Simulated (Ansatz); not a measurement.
## KLuS$_{2}$ (R-3m) under pressure

```yaml
crystal:
  lattice:
    - [1.95503, 1.12874, 7.23243]
    - [-1.95503, 1.12874, 7.23243]
    - [0.00000, -2.25748, 7.23243]
  atoms:
    - { symbol: K, position: [0.00000, 0.00000, 0.00000] }
    - { symbol: Lu, position: [0.50000, 0.50000, 0.50000] }
    - { symbol: S, position: [0.23342, 0.23342, 0.23342] }
    - { symbol: S, position: [0.76658, 0.76658, 0.76658] }
```

This is the zero-pressure cell under PBEsol. Cell and atoms are relaxed by PAW (default files of Ansatz 0.2.0, cutoff 420 eV, stress met within about 0.05 GPa) at each pressure, in this structure whether or not another phase would take over; P is the pressure reached, less that of this cell. Levels come from PBEsol, all-electron LAPW in Ansatz 0.2.0, scalar-relativistic; k mesh 6×6×6, fixed occupations, basis error target 0.5 meV/atom. Conduction levels are in eV over the valence top (at Γ), at fixed fractional wave vectors. Zone-centre phonons come from finite displacements by PAW, without the LO-TO term.

```csv
P (GPa),V/V₀,c/a,F (oblique),L (oblique),Eu TO (cm⁻¹),A1g (cm⁻¹)
-2.00,1.0466,5.5758,2.230,2.668,88.5,268.8
0.00,1.0000,5.5491,2.104,2.589,99.8,280.6
2.00,0.9636,5.5367,1.988,2.514,109.0,290.9
3.99,0.9330,5.5260,1.878,2.443,117.1,300.2
6.98,0.8953,5.5218,1.722,2.338,127.6,312.8
10.00,?,?,?,?,?,?
14.96,0.8218,5.5319,1.345,2.077,149.5,341.0
```

Q: Fit the third-order Birch-Murnaghan equation to the rows shown.

A: With f = [(V₀/V)^(2/3) − 1]/2, the normalised pressure F = P/[3f(1 + 2f)^(5/2)] is 48.0 GPa at f = -0.0150, 50.0 GPa at f = 0.0125, 50.1 GPa at f = 0.0236, 50.6 GPa at f = 0.0383, 51.4 GPa at f = 0.0699. The line F = B₀[1 + (3/2)(B′ − 4)f] gives B₀ = 49.0 GPa and B′ = 4.5.

Q: What are the volume deformation potentials and pressure coefficients of these levels at zero pressure?

A: 

| level | dE/dlnV (eV) | dE/dP = −(dE/dlnV)/B₀ (meV/GPa) | mean slope up to 2.0 GPa (meV/GPa) |
| --- | --- | --- | --- |
| F (oblique) | 2.96 | -60.3 | -58.4 |
| L (oblique) | 1.88 | -38.3 | -37.9 |

dE/dlnV is the slope of a cubic fit in ln V at V₀. The last column is read from two rows and shows how the slope bends with pressure. A level that another band crosses inside the range is left out of the tables.

Q: What mode Grüneisen parameters follow?

A: γ = −d ln ω/d ln V at V₀ from a quadratic fit in ln V: Eu 2.48, A1g 0.96.

Q: What belongs in the row at 10.00 GPa?

A: The fits give V/V₀ = 0.8639 and F (oblique) = 1.574 eV. Computed: V/V₀ = 0.8638, c/a = 5.5220, F (oblique) = 1.574, L (oblique) = 2.238, Eu TO (cm⁻¹) = 136.7, A1g (cm⁻¹) = 324.2.

Keep in mind: no other phase was computed; many crystals of this kind change structure within this range, and rows or crossings beyond such a change describe a metastable lattice; no spin-orbit coupling on heavy atoms; the frozen-core PAW files of the relaxations were fitted under PBE, their cores solved anew for this functional; semilocal gaps are low, and the spacing of valleys can be off by tenths of an eV; levels are read at fixed fractional k, so an edge that moves off these points is missed.
